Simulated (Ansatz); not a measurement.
A geometry of Sb away from equilibrium: step 3 of the relaxation of a relaxed Sb cell with every coordinate shifted by Gaussian noise of σ = 0.2 Å. All values below come from r2SCAN (plane waves to 500 eV, PAW, scalar-relativistic; Ansatz, a program for electronic structure). Γ-centred k-mesh 9×9×9 on the run's cell (coarser than for final values), Fermi–Dirac smearing 0.05 eV.

```xyz
2
Lattice="2.1915 1.2313 3.8644 -2.1239 1.2131 3.8324 0.0180 -2.5736 3.8903" Properties=species:S:1:pos:R:3:forces:R:3 pbc="T T T" free_energy=-12998.233 pressure_GPa=-0.1
Sb     0.0571    -0.2707     2.7632    0.3211   -0.1811   -0.0132
Sb     0.2116    -0.4494     8.9648   -0.3211    0.1811    0.0132
```

Positions in Å, forces in eV/Å, free energy of the cell in eV (comparable only within this code, potentials and settings). Largest force: 0.37 eV/Å, on Sb1, Sb2 (atoms numbered as listed); the geometry lies 0.01 eV/atom above the end of its relaxation.

No spin polarisation in the result.

The run could not lose the symmetry of its start.
